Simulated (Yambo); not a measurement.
## Optical response of NbB2

```
NbB2
1.0
    3.11109     0.00000     0.00000
   -1.55555     2.69428     0.00000
    0.00000     0.00000     3.34521
B Nb
2 1
Direct
  0.33333   0.66667   0.50000
  0.66667   0.33333   0.50000
  0.00000   0.00000   0.00000
```

Yambo, RPA with local fields on PBEsol bands; 18×18×16 mesh, 42 bands, 4 Ry local-field block, 0.25 eV broadening; field along x.

```json
[
 {"E (eV)": "0.6", "Im ε": "42.4", "Im ε, independent particles": "42.5"},
 {"E (eV)": "1.2", "Im ε": "17.5", "Im ε, independent particles": "17.6"},
 {"E (eV)": "1.9", "Im ε": "15.0", "Im ε, independent particles": "15.1"},
 {"E (eV)": "2.5", "Im ε": "9.43", "Im ε, independent particles": "9.48"},
 {"E (eV)": "3.1", "Im ε": "6.91", "Im ε, independent particles": "6.94"},
 {"E (eV)": "3.8", "Im ε": "8.38", "Im ε, independent particles": "8.42"},
 {"E (eV)": "4.4", "Im ε": "9.53", "Im ε, independent particles": "9.57"},
 {"E (eV)": "5.0", "Im ε": "8.85", "Im ε, independent particles": "8.89"},
 {"E (eV)": "5.6", "Im ε": "9.49", "Im ε, independent particles": "9.59"},
 {"E (eV)": "6.2", "Im ε": "10.1", "Im ε, independent particles": "10.3"},
 {"E (eV)": "6.9", "Im ε": "9.31", "Im ε, independent particles": "9.45"},
 {"E (eV)": "7.5", "Im ε": "8.06", "Im ε, independent particles": "8.16"},
 {"E (eV)": "8.1", "Im ε": "7.78", "Im ε, independent particles": "7.89"},
 {"E (eV)": "8.8", "Im ε": "7.72", "Im ε, independent particles": "7.85"},
 {"E (eV)": "9.4", "Im ε": "7.60", "Im ε, independent particles": "7.76"},
 {"E (eV)": "10.0", "Im ε": "7.34", "Im ε, independent particles": "7.46"},
 {"E (eV)": "10.6", "Im ε": "5.52", "Im ε, independent particles": "5.60"},
 {"E (eV)": "11.2", "Im ε": "4.67", "Im ε, independent particles": "4.71"},
 {"E (eV)": "11.9", "Im ε": "3.69", "Im ε, independent particles": "3.75"},
 {"E (eV)": "12.5", "Im ε": "3.21", "Im ε, independent particles": "3.26"},
 {"E (eV)": "13.1", "Im ε": "2.73", "Im ε, independent particles": "2.78"},
 {"E (eV)": "13.8", "Im ε": "2.27", "Im ε, independent particles": "2.28"},
 {"E (eV)": "14.4", "Im ε": "1.69", "Im ε, independent particles": "1.69"},
 {"E (eV)": "15.0", "Im ε": "1.50", "Im ε, independent particles": "1.47"},
 {"E (eV)": "15.6", "Im ε": "1.29", "Im ε, independent particles": "1.23"},
 {"E (eV)": "16.2", "Im ε": "1.06", "Im ε, independent particles": "1.02"},
 {"E (eV)": "16.9", "Im ε": "0.92", "Im ε, independent particles": "0.88"},
 {"E (eV)": "17.5", "Im ε": "0.84", "Im ε, independent particles": "0.81"},
 {"E (eV)": "18.1", "Im ε": "0.77", "Im ε, independent particles": "0.75"},
 {"E (eV)": "18.8", "Im ε": "0.68", "Im ε, independent particles": "0.66"},
 {"E (eV)": "19.4", "Im ε": "0.56", "Im ε, independent particles": "0.56"},
 {"E (eV)": "20.0", "Im ε": "0.52", "Im ε, independent particles": "0.54"}
]
```

Only interband transitions are included: the Drude term is missing, so nothing below about 0.6 eV and no real part is shown. Peak heights and small wiggles depend on the k mesh.

Spin-orbit coupling is not included.

Geometry of the Materials Project entry, not relaxed at this level.
